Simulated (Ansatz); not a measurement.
Ti₃O₄ (Cmmm), clamped-ion strain scan

Theory: DFT PBEsol, scalar-relativistic, plane waves, PAW (Ansatz). Cutoff 420 eV, Γ-centred 8×8×14 k-points, Gaussian smearing of 0.15 eV. No spin polarisation. Energies are free energies at this smearing, counted from the undisturbed cell; pressure is positive in compression.

Zero of the scan (relaxed at this level; it needn't be the usual structure):

```
CELL_PARAMETERS angstrom
2.91282 -4.03035 0.00000
2.91282 4.03035 0.00000
0.00000 0.00000 2.96903
ATOMIC_POSITIONS crystal
Ti 0.00000 0.00000 0.50000
Ti 0.50000 0.00000 0.00000
Ti 0.00000 0.50000 0.00000
O 0.76278 0.76278 0.00000
O 0.25888 0.74112 0.50000
O 0.23722 0.23722 0.00000
O 0.74112 0.25888 0.50000
```

The cell is strained by ε times the Voigt pattern (1, 0, 0, 0, 0, 0) (xx, yy, zz, yz, xz, xy; engineering shear) with fractional coordinates fixed. The cell is metallic on the mesh throughout.

| ε | ΔE (meV/atom) |
| --- | --- |
| -0.1000 | 136.6 |
| -0.0750 | 72.1 |
| -0.0500 | 29.7 |
| -0.0250 | 6.7 |
| 0.0000 | 0.0 |
| 0.0250 | 6.8 |
| 0.0500 | 24.9 |
| 0.0750 | 52.6 |
| 0.0875 | 69.6 |
| 0.1000 | 88.5 |

Task: Predict the stress summed along the pattern (GPa, tension positive) at each point.

Result:
| ε | stress summed along the pattern (GPa, tension positive) |
| --- | --- |
| -0.1000 | -49.16 |
| -0.0750 | -34.08 |
| -0.0500 | -20.76 |
| -0.0250 | -9.22 |
| 0.0000 | 0.30 |
| 0.0250 | 8.23 |
| 0.0500 | 14.89 |
| 0.0750 | 20.58 |
| 0.0875 | 23.11 |
| 0.1000 | 25.44 |